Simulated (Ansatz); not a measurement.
Cs:
Space group Fm-3m (No. 225); a = b = c = 7.2942 Å, α = β = γ = 90.00°

```csv
atom,site,symmetry,x,y,z
Cs,4a,m-3m,0.0000,0.0000,0.0000
```
(The calculation used a cell of 1 atom; values per cell refer to that cell.)

Relaxed with LDA.

Which orbitals make up the states near the Fermi level in the program Ansatz at the LDA level (PAW)?

Within 0.5 eV of the Fermi level: Cs 6s 84 %, outside the projected shells 15 %. Projections are on Löwdin-orthogonalised atomic valence shells; empty p or d shells of many metals are not among them.

Tabulate the density of states.

States/eV per cell of 1 atom, in 0.25 eV bins, energy from the Fermi level.

| E (eV) | total | Cs 6s | Cs 5p |
|---|---|---|---|
| -7.85 | 0.00 | 0.00 | 0.00 |
| -7.60 | 0.00 | 0.00 | 0.00 |
| -7.35 | 0.00 | 0.00 | 0.00 |
| -7.10 | 0.00 | 0.00 | 0.00 |
| -6.85 | 0.00 | 0.00 | 0.00 |
| -6.60 | 0.00 | 0.00 | 0.00 |
| -6.35 | 0.00 | 0.00 | 0.00 |
| -6.10 | 0.00 | 0.00 | 0.00 |
| -5.85 | 0.00 | 0.00 | 0.00 |
| -5.60 | 0.00 | 0.00 | 0.00 |
| -5.35 | 0.00 | 0.00 | 0.00 |
| -5.10 | 0.00 | 0.00 | 0.00 |
| -4.85 | 0.00 | 0.00 | 0.00 |
| -4.60 | 0.00 | 0.00 | 0.00 |
| -4.35 | 0.00 | 0.00 | 0.00 |
| -4.10 | 0.00 | 0.00 | 0.00 |
| -3.85 | 0.00 | 0.00 | 0.00 |
| -3.60 | 0.00 | 0.00 | 0.00 |
| -3.35 | 0.00 | 0.00 | 0.00 |
| -3.10 | 0.00 | 0.00 | 0.00 |
| -2.85 | 0.00 | 0.00 | 0.00 |
| -2.60 | 0.00 | 0.00 | 0.00 |
| -2.35 | 0.00 | 0.00 | 0.00 |
| -2.10 | 0.00 | 0.00 | 0.00 |
| -1.85 | 0.05 | 0.04 | 0.00 |
| -1.60 | 0.20 | 0.19 | 0.00 |
| -1.35 | 0.30 | 0.28 | 0.01 |
| -1.10 | 0.40 | 0.38 | 0.01 |
| -0.85 | 0.51 | 0.48 | 0.02 |
| -0.60 | 0.65 | 0.61 | 0.02 |
| -0.35 | 0.84 | 0.78 | 0.02 |
| -0.10 | 1.21 | 1.10 | 0.02 |
| 0.15 | 1.47 | 1.23 | 0.02 |
| 0.40 | 1.36 | 0.96 | 0.01 |
| 0.65 | 1.01 | 0.43 | 0.00 |
| 0.90 | 2.67 | 0.18 | 0.00 |
| 1.15 | 2.97 | 0.09 | 0.00 |
| 1.40 | 3.05 | 0.06 | 0.00 |
| 1.65 | 3.20 | 0.08 | 0.00 |
| 1.90 | 1.62 | 0.01 | 0.00 |
| 2.15 | 1.23 | 0.00 | 0.00 |
| 2.40 | 1.53 | 0.05 | 0.00 |
| 2.65 | 3.41 | 0.08 | 0.00 |
| 2.90 | 2.83 | 0.05 | 0.00 |
| 3.15 | 1.70 | 0.02 | 0.00 |
| 3.40 | 1.50 | 0.01 | 0.00 |
| 3.65 | 1.94 | 0.04 | 0.00 |
| 3.90 | 3.26 | 0.09 | 0.00 |
| 4.15 | 2.06 | 0.05 | 0.00 |
| 4.40 | 1.97 | 0.03 | 0.00 |
| 4.65 | 3.57 | 0.06 | 0.00 |

The first step of the workflow began from a Materials Project structure, measured or hypothetical; the Crystallography Open Database files this formula in space group No. 225, but the cells were not matched. It is not the phase usual at ambient conditions (space group No. 229). The LDA relaxation kept the symmetry of its start; whether a distortion lowers the energy is not shown. Spin–orbit coupling is left out wherever it is not named.

Potentials: the later of the program's two PAW sets.
